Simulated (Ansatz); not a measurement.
**LaZn: strain and displacement**

```
La Zn
1.0
     3.75000    0.00000    0.00000
     0.00000    3.75000    0.00000
     0.00000    0.00000    3.75000
La Zn
1 1
Direct
  0.50000 0.50000 0.50000
  0.00000 0.00000 0.00000
```

Atoms are numbered in the order listed.

The cell comes from COD entry 9008827, which wasn't checked; take it as a given geometry.

No spin–orbit coupling, which matters for the heavy atoms here.

The calculation used DFT, LDA, PAW with Ansatz's default frozen-core files, scalar-relativistic in Ansatz 0.2.0.

Settings: a Γ-centred 9×9×9 k mesh, Fermi–Dirac smearing of 0.05 eV, cutoff 420 eV, no spin polarisation; the PAW files were made with PBE, and the program remakes their frozen cores for this functional.

The unchanged cell is at -4.04 GPa.

In a metal, stresses and small energies carry noise from the k mesh.

x, y and z are the Cartesian axes of the cell as listed; fractional coordinates follow a strain, and an engineering shear is twice the off-diagonal strain component.

Question: One change gave: energy change +2.8 meV/atom; stress change (xx, yy, zz, yz, xz, xy) 0.05, 0.05, 0.05, 0.62, 0.62, 0.62 GPa, compression positive. Which change was it?
A. equal xy, yz and zx engineering shear strains of +2 %
B. equal xy, yz and zx engineering shear strains of -1 %
C. equal xy, yz and zx engineering shear strains of -2 %
D. equal xy, yz and zx engineering shear strains of +1 %

Answer: C. For equal xy, yz and zx engineering shear strains of -1 %: energy change +0.7 meV/atom; stress change (xx, yy, zz, yz, xz, xy) 0.01, 0.01, 0.01, 0.30, 0.30, 0.30 GPa, compression positive. For equal xy, yz and zx engineering shear strains of +1 %: energy change +0.7 meV/atom; stress change (xx, yy, zz, yz, xz, xy) 0.01, 0.01, 0.01, -0.28, -0.28, -0.28 GPa, compression positive. For equal xy, yz and zx engineering shear strains of +2 %: energy change +2.6 meV/atom; stress change (xx, yy, zz, yz, xz, xy) 0.05, 0.05, 0.05, -0.55, -0.55, -0.55 GPa, compression positive.
